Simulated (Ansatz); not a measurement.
# ZrPbO3 (Pm-3m), two-dimensional strain map

All numbers below come from Ansatz 0.2.0, DFT PBEsol, scalar-relativistic, plane waves, PAW. The runs took a 420 eV cutoff, a Γ-centred 6×6×6 mesh and Gaussian smearing (0.05 eV). Spin–orbit coupling is left out, which matters for the heavy elements here. No spin polarisation. Energies are free energies at this smearing, counted from the undisturbed cell; pressure is positive in compression.

Zero of the scan (as given, not relaxed at this level; it stands at -7.4 GPa, and it needn't be the usual structure):

```xyz
5
Lattice="4.2089 0.0000 0.0000 0.0000 4.2089 0.0000 0.0000 0.0000 4.2089" Properties=species:S:1:pos:R:3 pbc="T T T"
Zr    0.0000    0.0000    0.0000
Pb    2.1045    2.1045    2.1045
O     2.1045    0.0000    0.0000
O     0.0000    0.0000    2.1045
O     0.0000    2.1045    0.0000
```

The cell is strained by p along both x and y and by q along z, fractional coordinates fixed. Points are written (p, q).

Energy above the undisturbed cell in meV/atom (a dash: not computed):

```
 p \ q  -0.080  -0.040  0.000  0.040  0.080
-0.080   340.8   218.0  163.9  155.9  178.1
-0.040   113.3    26.2    3.6   23.1   69.2
 0.000    51.7    -5.0    0.0   44.1  112.0
 0.040   102.1    70.7   99.2  164.8  252.3
 0.080   226.9   216.2  264.4  348.5  453.0
```

Pressure in GPa:

```csv
p \ q,-0.080,-0.040,0.000,0.040,0.080
-0.080,52.9,38.8,28.4,20.8,15.2
-0.040,26.1,14.7,6.5,0.7,-3.5
0.000,8.5,-0.8,-7.4,-11.9,-15.0
0.040,-2.8,-10.6,-16.0,-19.5,-21.8
0.080,-9.9,-16.6,-21.0,-23.8,-25.5
```

Gap on the k-mesh in eV:

```csv
p \ q,-0.080,-0.040,0.000,0.040,0.080
-0.080,2.32,2.17,2.00,1.84,1.67
-0.040,2.04,2.37,2.21,2.01,1.76
0.000,1.77,2.08,2.19,1.95,1.72
0.040,1.53,1.70,1.80,1.88,1.67
0.080,1.24,1.37,1.46,1.54,1.60
```

Symmetry holds off the tilts and polar distortions that many cubic perovskites undergo.